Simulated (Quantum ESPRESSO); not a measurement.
# Pd3Hf3RuGa: input and log of a self-consistent run

A calculation, not a measurement. The program is pw.x of Quantum ESPRESSO 7.5 (plane-wave density functional theory). The cell is made up: eight metal atoms on a hexagonal close-packed lattice, with elements, volume, strain and displacements drawn at random and not relaxed, so it may be unstable or far from any real phase. PseudoDojo standard norm-conserving files set the functional (PBE unless stated); there is no spin polarisation or spin-orbit coupling, the Fermi-Dirac width of 0.25 eV means electrons at about 2900 K, and the masses in the input are unused placeholders. Heavy elements are run without spin-orbit coupling, which real alloys of them have. A spin test at this wide smearing found no moment, but such smearing suppresses magnetism that the real alloy may have.

Input:

```
&control calculation='scf', pseudo_dir='./dojo.nc.sr.pbe.v0_5.standard.upf', outdir='./o', disk_io='minimal', tprnfor=.true., tstress=.true. /
&system ibrav=0, nat=8, ntyp=4, nbnd=77, ecutwfc=84.00895049, nosym=.true., tot_charge=0,
 occupations='smearing', smearing='fd', degauss=0.0183746611
/
&electrons conv_thr=1.470e-08, electron_maxstep=70, mixing_beta=0.5 /
ATOMIC_SPECIES
Ga 1.0 Ga.upf
Hf 1.0 Hf.upf
Pd 1.0 Pd.upf
Ru 1.0 Ru.upf
CELL_PARAMETERS angstrom
-2.9302 -0.0468 0.02
0.1132 4.9862 -4.6638
-0.0489 -4.9741 -4.6507
ATOMIC_POSITIONS angstrom
Pd 0.0262 -0.0032 -0.0122
Hf 0.0521 1.7012 -2.3327
Pd 0.0459 0.049 -4.6297
Hf 0.0484 1.6614 -7.0282
Pd -1.4306 -0.8458 -2.3704
Ru -1.4741 -2.5314 -4.6526
Hf -1.4032 -0.8574 -6.9892
Ga -1.3865 2.4933 -4.6472
K_POINTS automatic
8 4 4 1 1 1
```

The log is shortened where brackets say so; the opening notice, blank lines, dates and the lines on written files are dropped, and the path of the files is cut. It prints rydbergs, bohrs and kilobars, and counts compression as positive stress. Its total energy is the free energy E - TS of the whole cell.

```
     Program PWSCF v.7.5
     Parallel version (MPI & OpenMP), running on       4 processor cores
     Number of MPI processes:                 4
     Threads/MPI process:                     1
     [start-up lines left out]
     bravais-lattice index     =            0
     lattice parameter (alat)  =       5.5381  a.u.
     unit-cell volume          =     916.9842 (a.u.)^3
     number of atoms/cell      =            8
     number of atomic types    =            4
     number of electrons       =       119.00
     number of Kohn-Sham states=           77
     kinetic-energy cutoff     =      84.0090  Ry
     charge density cutoff     =     336.0358  Ry
     scf convergence threshold =      1.5E-08
     mixing beta               =       0.5000
     number of iterations used =            8  plain     mixing
     Exchange-correlation= PBE
                           (   1   4   3   4   0   0   0)
     [axes and pseudopotential details left out]
   Cartesian axes
     site n.     atom                  positions (alat units)
         1        Pd     tau(   1) = (   0.0089400  -0.0010919  -0.0041629  )
         2        Hf     tau(   2) = (   0.0177777   0.5804872  -0.7959689  )
         3        Pd     tau(   3) = (   0.0156621   0.0167199  -1.5797563  )
         4        Hf     tau(   4) = (   0.0165152   0.5669065  -2.3981776  )
         5        Pd     tau(   5) = (  -0.4881524  -0.2886057  -0.8088330  )
         6        Ru     tau(   6) = (  -0.5029956  -0.8637698  -1.5875703  )
         7        Hf     tau(   7) = (  -0.4788029  -0.2925639  -2.3848700  )
         8        Ga     tau(   8) = (  -0.4731045   0.8507692  -1.5857277  )
     number of k points=    64  Fermi-Dirac smearing, width (Ry)=  0.0184
                       cart. coord. in units 2pi/alat
        k(    1) = (  -0.0630640   0.0009223  -0.0790922), wk =   0.0312500
        k(    2) = (  -0.0624248  -0.0727497  -0.1578416), wk =   0.0312500
     [further k points left out]
     Dense  grid:    95373 G-vectors     FFT dimensions: (  36,  75,  75)
     Estimated max dynamical RAM per process >     405.74 MB
     Estimated total dynamical RAM >       1.52 GB
     Initial potential from superposition of free atoms
     starting charge     118.9905, renormalised to     119.0000
     Starting wfcs are   76 randomized atomic wfcs +    1 random wfcs
     total cpu time spent up to now is        5.0 secs
     per-process dynamical memory:   322.3 Mb
     Self-consistent Calculation
     iteration #  1     ecut=    84.01 Ry     beta= 0.50
     Davidson diagonalization with overlap
     ethr =  1.00E-02,  avg # of iterations =  3.0
     total cpu time spent up to now is       20.0 secs
     total energy              =   -1493.04922273 Ry
     estimated scf accuracy    <      21.40471173 Ry
     iteration #  2     ecut=    84.01 Ry     beta= 0.50
     Davidson diagonalization with overlap
     ethr =  1.00E-02,  avg # of iterations =  3.6
     total cpu time spent up to now is       38.5 secs
     total energy              =   -1499.13218845 Ry
     estimated scf accuracy    <      96.50502973 Ry
     iteration #  3     ecut=    84.01 Ry     beta= 0.50
     Davidson diagonalization with overlap
     ethr =  1.00E-02,  avg # of iterations =  3.2
     total cpu time spent up to now is       54.3 secs
     total energy              =   -1506.29174824 Ry
     estimated scf accuracy    <      20.56065468 Ry
     iteration #  4     ecut=    84.01 Ry     beta= 0.50
     Davidson diagonalization with overlap
     ethr =  1.00E-02,  avg # of iterations =  2.0
     total cpu time spent up to now is       66.7 secs
     total energy              =   -1506.86822443 Ry
     estimated scf accuracy    <       5.00205403 Ry
     iteration #  5     ecut=    84.01 Ry     beta= 0.50
     Davidson diagonalization with overlap
     ethr =  4.20E-03,  avg # of iterations =  1.8
     total cpu time spent up to now is       78.9 secs
     total energy              =   -1506.76415222 Ry
     estimated scf accuracy    <       2.58485736 Ry
     [iterations 6 to 14 left out]
     iteration # 15     ecut=    84.01 Ry     beta= 0.50
     Davidson diagonalization with overlap
     ethr =  1.87E-08,  avg # of iterations =  1.6
     total cpu time spent up to now is      210.7 secs
     total energy              =   -1506.74389598 Ry
     estimated scf accuracy    <       0.00000070 Ry
     iteration # 16     ecut=    84.01 Ry     beta= 0.50
     Davidson diagonalization with overlap
     ethr =  5.88E-10,  avg # of iterations =  3.3
     total cpu time spent up to now is      226.2 secs
     total energy              =   -1506.74389605 Ry
     estimated scf accuracy    <       0.00000053 Ry
     iteration # 17     ecut=    84.01 Ry     beta= 0.50
     Davidson diagonalization with overlap
     ethr =  4.41E-10,  avg # of iterations =  2.0
     total cpu time spent up to now is      239.6 secs
     total energy              =   -1506.74389610 Ry
     estimated scf accuracy    <       0.00000038 Ry
     iteration # 18     ecut=    84.01 Ry     beta= 0.50
     Davidson diagonalization with overlap
     ethr =  3.23E-10,  avg # of iterations =  1.2
     total cpu time spent up to now is      252.0 secs
     total energy              =   -1506.74389614 Ry
     estimated scf accuracy    <       0.00000014 Ry
     iteration # 19     ecut=    84.01 Ry     beta= 0.50
     Davidson diagonalization with overlap
     ethr =  1.16E-10,  avg # of iterations =  1.0
     total cpu time spent up to now is      263.7 secs
     End of self-consistent calculation
     [lines on levels left out]
!    total energy              =   -1506.74389615 Ry
     estimated scf accuracy    <          5.5E-09 Ry
     smearing contrib. (-TS)   =      -0.10169362 Ry
     internal energy E=F+TS    =   -1506.64220253 Ry
     The total energy is F=E-TS. E is the sum of the following terms:
     one-electron contribution =    -457.77855404 Ry
     hartree contribution      =     302.53015701 Ry
     xc contribution           =    -288.91096509 Ry
     ewald contribution        =   -1062.48284042 Ry
     convergence has been achieved in  19 iterations
     Forces acting on atoms (cartesian axes, Ry/au):
     atom    1 type  3   force =    -0.00052269   -0.01341716   -0.00580733
     atom    2 type  2   force =     0.01238207   -0.07067789    0.02645072
     atom    3 type  3   force =    -0.00487675   -0.01072712   -0.01535009
     atom    4 type  2   force =     0.00638855    0.06215602   -0.03187331
     atom    5 type  3   force =    -0.00308302   -0.00425507    0.01807937
     atom    6 type  4   force =    -0.00378970    0.01605964   -0.00914705
     atom    7 type  2   force =    -0.00314372    0.01010964    0.03365294
     atom    8 type  1   force =    -0.00335474    0.01075195   -0.01600525
     Total force =     0.117025     Total SCF correction =     0.000384
     Computing stress (Cartesian axis) and pressure
          total   stress  (Ry/bohr**3)                   (kbar)     P=       42.18
   0.00061572  -0.00011931   0.00003390           90.58      -17.55        4.99
  -0.00011931   0.00024560   0.00016759          -17.55       36.13       24.65
   0.00003390   0.00016759  -0.00000110            4.99       24.65       -0.16
     init_run     :      4.74s CPU      4.98s WALL (       1 calls)
     electrons    :    252.96s CPU    258.68s WALL (       1 calls)
     forces       :      2.50s CPU      2.51s WALL (       1 calls)
     stress       :      8.73s CPU      8.92s WALL (       1 calls)
     [timing details left out]
     PWSCF        :   4m29.01s CPU   4m35.18s WALL
     JOB DONE.
```

In other units: free energy -20500.295 eV for the cell, pressure 4.22 GPa, largest force component 1.817 eV/Å in size. The run took 277 s of wall time with four MPI processes on a shared machine (Intel Xeon, 2023 or later, virtual cores), so the time is rough. A rerun of this cell at a higher cutoff and on a denser mesh moved values by no more than 0.006 eV in energy, 0.07 GPa in stress and 0.005 eV/Å in force, and a second program with other atomic files agreed on that cell to 2 % rms in force and 0.5 GPa in pressure.